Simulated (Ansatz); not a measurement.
This run works on a generated trial structure, not on a known crystal.

Input and command of a plane-wave DFT calculation in Ansatz:

```yaml
crystal:
  lattice:
    - [7.5605636, 0.0, 0.0]
    - [-3.7802818, 6.54764014, 0.0]
    - [0.0, 0.0, 4.65218737]
  atoms:
    - { symbol: Lu, position: [0.5941962, 0.0, 0.0] }
    - { symbol: Lu, position: [0.0, 0.5941962, 0.0] }
    - { symbol: Lu, position: [0.4058038, 0.4058038, 0.0] }
    - { symbol: Tl, position: [0.0, 0.0, 0.0] }
    - { symbol: Se, position: [0.23523708, 0.0, 0.5] }
    - { symbol: Se, position: [0.0, 0.23523708, 0.5] }
    - { symbol: Se, position: [0.76476292, 0.76476292, 0.5] }
    - { symbol: Se, position: [0.33333333, 0.66666667, 0.5] }
    - { symbol: Se, position: [0.66666667, 0.33333333, 0.5] }
basis:
  ecutwfc: 420
kpoints:
  mp_grid: { grid: [3, 3, 4] }
hamiltonian:
  xc: pbe
scf:
  occupations: { method: gaussian, width: 0.1 }
  lower_state_search: "off"
output:
  forces: true
  stress: true
  eigenvalues: true
relax:
  adjacent_minimum: "off"
  f_tol: 0.04
  max_steps: 70
  cell: { stress_tol: 0.4 }
```

```bash
ansatz run input.yaml --threads 1 --pin off --max-ram 2560MiB --backend cpu --events-out ev --progress --plain --runs-dir out
```

Processor: AMD EPYC 7R43 64-Core Processor (Zen 3), 1 thread, on a host shared with other jobs.

Estimate time, memory and problem size.

About 7.6 min, peak memory 0.68 GiB. It solves 101 bands at 9 k points (after reduction by symmetry) with about 5089 plane waves (on the last cell), in 133 SCF iterations over 15 ionic steps.
